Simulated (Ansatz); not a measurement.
Relaxed-ion elastic tensor of GeTe₄Pb₃ in space group P4/mmm (No. 123; Pearson symbol tP8) in GPa (Voigt order), plane-wave PAW LDA (Ansatz code); density 8.11 g/cm³, 30.84 Å³ per atom.

```
91.4  56.5   4.7   0.0   0.0   0.0
56.5  91.4   4.7   0.0   0.0   0.0
 4.7   4.7   142   0.0   0.0   0.0
 0.0   0.0   0.0  17.0   0.0   0.0
 0.0   0.0   0.0   0.0  17.0   0.0
 0.0   0.0   0.0   0.0   0.0  68.8
```

**Question.** Is the crystal mechanically stable?

**Answer.** Yes: the smallest eigenvalue of C is 17.0 GPa.

**Question.** Work out the Voigt, Reuss and Hill averages.

**Answer.** K_V = 50.7, K_R = 50.7, K_H = 50.7; G_V = 37.8, G_R = 24.5, G_H = 31.1 GPa.

**Question.** Give Young's modulus, Poisson's ratio, Pugh's ratio and the universal anisotropy index.

**Answer.** E = 9KG/(3K + G) = 77.5 GPa; ν = 0.25; K/G = 1.63 (brittle by the Pugh limit of 1.75); A_U = 5G_V/G_R + K_V/K_R − 6 = 2.72.

**Question.** Estimate the sound speeds and the Debye temperature.

**Answer.** v_l = √((K + 4G/3)/ρ) = 3370 m/s, v_t = √(G/ρ) = 1960 m/s, mean 2170 m/s; Θ = (h/k)(3n/4πV)^(1/3) v_m = 206 K.

**Question.** How much does each axis shrink under pressure?

**Answer.** Linear compressibilities β_i = Σ_j S_ij (j = 1 to 3): x 6.6, y 6.6, z 6.6 per TPa.

The first step of the workflow began from a Materials Project structure, measured or hypothetical; the Crystallography Open Database copy checked does not list it. With Ge and Pb taken as one species the cell has the higher symmetry Fm-3m, so it may be an ordered model of a mixed-site phase. Whether it is the stable phase at ambient conditions was not checked. The LDA relaxation kept the symmetry of its start. At this level the phase is dynamically unstable (imaginary phonons). Scalar-relativistic: spin–orbit coupling is off unless named, which matters more the heavier the elements.

Potentials: the later of the program's two PAW sets.
